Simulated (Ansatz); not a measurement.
**How the field gradients follow the size of the cell in SiO2**

Reference cell: a structure deposited in the COD whose atoms were relaxed with PBE, the cell held.

```cif
data_SiO2
_symmetry_space_group_name_H-M 'P4_12_12'
_symmetry_Int_Tables_number 92
_cell_length_a 4.9727
_cell_length_b 4.9727
_cell_length_c 6.9257
_cell_angle_alpha 90.000
_cell_angle_beta 90.000
_cell_angle_gamma 90.000
loop_
_atom_site_label
_atom_site_type_symbol
_atom_site_symmetry_multiplicity
_atom_site_Wyckoff_symbol
_atom_site_fract_x
_atom_site_fract_y
_atom_site_fract_z
Si Si 4 a 0.3055 0.3055 0.0000
O O 8 b 0.2365 0.1167 0.1852
```

One atom of each set is listed.

Level of theory: DFT, PBE, plane waves and PAW, scalar-relativistic, 420 eV cutoff, Γ-centred 6×6×5 k-points, Fermi–Dirac smearing 0.02 eV (Ansatz 0.2.0).

The cell is scaled uniformly, and the ions relax again at each size.

Question: How do the gradients (10²¹ V/m²) respond?

Answer: 

```csv
V/V₀,Si V_zz (η),O V_zz (η)
0.94,-0.57 (0.56),9.05 (0.25)
0.96,-0.53 (0.71),9.19 (0.23)
0.98,-0.45 (0.77),9.32 (0.21)
1.00,-0.40 (0.90),9.45 (0.19)
1.02,-0.32 (0.90),9.58 (0.18)
1.04,0.28 (0.97),9.71 (0.16)
1.06,0.24 (0.80),9.84 (0.15)
```

Logarithmic slopes d ln|V_zz|/d ln V over the series, for the sites that change steadily: O 0.7. Point charges on a uniformly scaled lattice would give −1; atoms that shift within the cell as it changes, and charge that moves in the bonds, make the difference.

On some sites the largest principal value moves to another axis along the series, and the sign of V_zz can flip with it.
